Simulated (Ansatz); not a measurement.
A relaxation computed with Ansatz, from input to last step.

```yaml
crystal:
  lattice:
    - [2.1174317112, 1.2224997685, 10.0544488959]
    - [-2.1174317112, 1.2224997685, 10.0544488959]
    - [0.0, -2.4449995369, 10.0544488959]
  atoms:
    - { symbol: Bi, position: [0.6061447577, 0.6061447577, 0.6061447577] }
    - { symbol: Bi, position: [0.3938552423, 0.3938552423, 0.3938552423] }
    - { symbol: Te, position: [0.2151682433, 0.2151682433, 0.2151682433] }
    - { symbol: Te, position: [0.7848317567, 0.7848317567, 0.7848317567] }
    - { symbol: Se, position: [0.0, 0.0, 0.0] }
basis:
  ecutwfc: 500
kpoints:
  mp_grid: { grid: [6, 6, 6] }
hamiltonian:
  xc: r2scan
scf:
  occupations: { method: gaussian, width: 0.02 }
output:
  forces: true
  stress: true
  eigenvalues: true
relax:
  adjacent_minimum: "off"
  f_tol: 0.01
  max_steps: 30
  cell: { stress_tol: 0.1, fix: [volume] }
```

```bash
ansatz run input.yaml --threads 2 --pin off --max-ram 5120MiB --backend cpu --events-out ev --progress --plain --runs-dir out
```

The calculation used Ansatz 0.2.0, DFT r2SCAN, scalar-relativistic, plane waves, PAW.

The volume is held at 0.91 times that of the relaxed cell.

Of 5 frames 4 are shown, positions in Å and forces in eV/Å; the SCF threshold varies from step to step. Steps run on the plane waves of an earlier cell, with a Pulay correction in the pressure. The basis is chosen afresh for the last frame, the zero of the energies, and at times for earlier ones too; energy and pressure can step there, also at an unchanged geometry. Where two frames share a geometry here, they differ by under 2 meV/atom and 0.3 GPa. The mark taken_back stands on steps that the optimiser undid.

```xyz
5
Lattice="2.1174 1.2225 10.0544 -2.1174 1.2225 10.0544 0.0000 -2.4450 10.0544" Properties=species:S:1:pos:R:3:forces:R:3 pbc="T T T" step=1 free_energy_over_end_meV_per_atom=2.53 pressure_GPa=3.76
Bi    0.0000    0.0000   18.2834    0.0000    0.0000    0.1242
Bi    0.0000    0.0000   11.8800    0.0000    0.0000   -0.1242
Te    0.0000    0.0000    6.4902    0.0000    0.0000   -0.2638
Te    0.0000    0.0000   23.6732    0.0000    0.0000    0.2638
Se    0.0000    0.0000    0.0000    0.0000    0.0000    0.0000
5
Lattice="2.1206 1.2243 10.0246 -2.1206 1.2243 10.0246 0.0000 -2.4486 10.0246" Properties=species:S:1:pos:R:3:forces:R:3 pbc="T T T" step=2 free_energy_over_end_meV_per_atom=2.88 pressure_GPa=2.37 taken_back
Bi    0.0000    0.0000   18.1943    0.0000    0.0000   -0.1388
Bi    0.0000    0.0000   11.8794    0.0000    0.0000    0.1388
Te    0.0000    0.0000    6.3687    0.0000    0.0000    0.2957
Te    0.0000    0.0000   23.7050    0.0000    0.0000   -0.2957
Se    0.0000    0.0000    0.0000    0.0000    0.0000    0.0000
5
Lattice="2.1242 1.2264 9.9907 -2.1242 1.2264 9.9907 0.0000 -2.4528 9.9907" Properties=species:S:1:pos:R:3:forces:R:3 pbc="T T T" step=3 free_energy_over_end_meV_per_atom=0.07 pressure_GPa=3.05
Bi    0.0000    0.0000   18.1523    0.0000    0.0000   -0.0182
Bi    0.0000    0.0000   11.8199    0.0000    0.0000    0.0182
Te    0.0000    0.0000    6.3995    0.0000    0.0000   -0.0013
Te    0.0000    0.0000   23.5727    0.0000    0.0000    0.0013
Se    0.0000    0.0000    0.0000    0.0000    0.0000    0.0000
5
Lattice="2.1270 1.2280 9.9641 -2.1270 1.2280 9.9641 0.0000 -2.4561 9.9641" Properties=species:S:1:pos:R:3:forces:R:3 pbc="T T T" step=5 free_energy_over_end_meV_per_atom=0.00 pressure_GPa=2.99
Bi    0.0000    0.0000   18.0988    0.0000    0.0000    0.0032
Bi    0.0000    0.0000   11.7937    0.0000    0.0000   -0.0032
Te    0.0000    0.0000    6.3761    0.0000    0.0000    0.0022
Te    0.0000    0.0000   23.5163    0.0000    0.0000   -0.0022
Se    0.0000    0.0000    0.0000    0.0000    0.0000    0.0000
```

Time: 100 s on 2 threads of Intel(R) Xeon(R) Processor @ 2.70GHz (shared host), peak memory 0.96 GiB.

Spin–orbit coupling is left out, which can shift energies with elements as heavy as these.